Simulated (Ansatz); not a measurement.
TaS2 (CdI2 type)

```yaml
crystal:
  lattice:
    - [3.32937, 0.00000, 0.00000]
    - [-1.66469, 2.88332, 0.00000]
    - [0.00000, 0.00000, 5.78619]
  atoms:
    - { symbol: Ta, position: [0.00000, 0.00000, 0.00000] }
    - { symbol: S, position: [0.33333, 0.66667, 0.26690] }
    - { symbol: S, position: [0.66667, 0.33333, 0.73310] }
```

The volume is varied about the relaxed value V₀ at fixed cell shape. The atoms relax within the cell's symmetry.

Method: PBE-D3(BJ) (plane waves to 420 eV, PAW, scalar-relativistic; Ansatz, an electronic-structure program). k mesh 16×16×8 (Γ-centred), Fermi-Dirac smearing 0.05 eV. E stands for the smeared free energy. Compression counts positive. With the shape held, the modulus is that of even scaling; a crystal free to change shape is softer. Spin-orbit coupling is left out, though Ta is heavy. TaS2 is run without spin polarisation. TaS2 was relaxed with its symmetry unable to fall. The PAW data are Ansatz's earlier set. ΔE is measured from the relaxed starting cell. The last digit holds for this mesh only.

```
V (Å³/atom)  ΔE (meV/atom)
-----------  -------------
17.404                13.8
17.682                 7.5
17.960                 3.2
18.237                 0.8
18.515                 0.0
18.793                 0.7
19.071            withheld
19.348                 6.3
19.626                11.0
```

### Question
Fit a third-order Birch-Murnaghan form (E₀, V₀, B₀, B₀′ free) to the given rows and predict ΔE at V = 19.071.

### Answer
Least squares on the 8 given rows: ΔE = E₀ + (9V₀B₀/16)·y²·[2 + (B₀′ − 4)y], y = (V₀/V)^(2/3) − 1, with V₀ = 18.516 Å³/atom, B₀ = 59.08 GPa (160.2 GPa = 1 eV/Å³; the term in eV is multiplied by 1000), B₀′ = 4.57, E₀ = -0.03 meV/atom; root-mean-square residual 0.02 meV/atom. At 19.071 the fit gives 2.9 meV/atom; the calculation gives 2.9 meV/atom, the same to the digits shown. For the pressure the fit gives -1.6 GPa against the computed -1.6 GPa.

(Under strain, the slope of the energy per volume gives the stress and its curvature an elastic modulus.)
